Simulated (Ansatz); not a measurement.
**Turning moments in MnHg (Pm-3m)**

The source of the geometry is a structure as deposited in COD, repeated to hold the magnetic orders; atoms and cell stay fixed.

Settings: PBE, 9×9×9 k mesh, Fermi–Dirac smearing of 0.1 eV. PAW means Ansatz 0.2.0 on its default frozen-core files; LAPW is all-electron LAPW in Ansatz 0.2.0. Site moments are integrated in spheres about the atoms, whose radii differ between the methods.

The reference run was typed so:

```yaml
crystal:
  lattice:
    - [3.315, 3.315, 0.0]
    - [3.315, 0.0, 3.315]
    - [3.315, 0.0, -3.315]
  atoms:
    - { symbol: Mn, position: [0.5, 0.25, 0.75], spin: 3.8, spin_axis: [0.0, 0.0, 1.0] }
    - { symbol: Mn, position: [0.5, 0.75, 0.25], spin: 3.8, spin_axis: [0.0, 0.0, 1.0] }
    - { symbol: Hg, position: [0.0, 0.0, 0.0] }
    - { symbol: Hg, position: [0.0, 0.5, 0.5] }
magnetization:
  noncollinear: true
kpoints:
  mp_grid: { grid: [9, 9, 9] }
scf:
  occupations: { method: fermi_dirac, width: 0.1 }
  lower_state_search: "off"
hamiltonian:
  xc: pbe
  pseudopotentials: { kind: paw }
output:
  eigenvalues: false
  write_density: true
  write_potential: true
  elf: true
  volumetric_format: npy
```

Command: `ansatz run input.yaml --threads 2 --pin off --max-ram 6144MiB --backend cpu --events-out ev --progress --plain --runs-dir out`

The input for «start Mn1↑ Mn2↓ on spinors» by LAPW differs from it in these lines, output keys apart:

```diff
-    - { symbol: Mn, position: [0.5, 0.75, 0.25], spin: 3.8, spin_axis: [0.0, 0.0, 1.0] }
+    - { symbol: Mn, position: [0.5, 0.75, 0.25], spin: 3.8, spin_axis: [0.0, 0.0, -1.0] }
-  pseudopotentials: { kind: paw }
+  pseudopotentials: { kind: all_electron, lapw: { basis_error: 0.001 } }
```

The runs use spinors without spin–orbit coupling. In the held states a penalty keeps the direction of every atom that starts with a moment, the untilted ones along z, with sizes free, and the energy is taken at the target. Energies count from the run that starts parallel.

```tsv
state	ΔF PAW (meV/atom)	ΔF LAPW (meV/atom)	largest moment, PAW (μB)	size of M, PAW (μB/cell)	directions kept
parallel moments on spinors	0.0	0.0	3.85	7.74	yes
Mn2 tilted by 30° from z and held	-5.3	-5.4	3.85	7.48	yes
Mn2 tilted by 60° from z and held	?	–	3.85	6.71	yes
Mn2 tilted by 90° from z and held	-34.0	–	3.86	5.47	yes
Mn2 tilted by 120° from z and held	-44.1	-44.1	3.87	3.85	yes
Mn2 tilted by 150° from z and held	?	–	3.88	2.00	yes
start Mn1↑ Mn2↓ on spinors	-46.4	-46.3	3.89	0.00	yes
```

**Question.** Give the missing entry: row "Mn2 tilted by 150° from z and held", column "ΔF PAW (meV/atom)".

**Answer.** -46.9.

**Question.** Fill in "ΔF PAW (meV/atom)" for the row "Mn2 tilted by 60° from z and held".

**Answer.** -19.0.

**Question.** Fit ΔF(θ) = A(1 − cos θ) + B sin²θ to the PAW points, the reversed state at 180° included. How well does a Heisenberg model do?

**Answer.** A = -23.6 and B = -10.5 meV/atom, with a worst miss of 0.9 meV/atom. B isn't small beside A, so the turn needs more than bilinear exchange between fixed moments (biquadratic terms or changing moment sizes).

For the state «Mn2 tilted by 30° from z and held», by PAW: Site moments (μB): Mn1 (0.00, 0.00, 3.85); Mn2 (1.93, 0.00, 3.34); Hg3 (-0.01, 0.00, -0.03); Hg4 (-0.01, 0.00, -0.03). Cell moment 7.48 μB.

The Ansatz runs typed with the search for lower states off end where their start leads. Spin–orbit coupling is left out although heavy atoms are present. The magnetic state is the one that this cell and start allow. It needn't be the compound's measured order, which may need a larger cell or be absent.
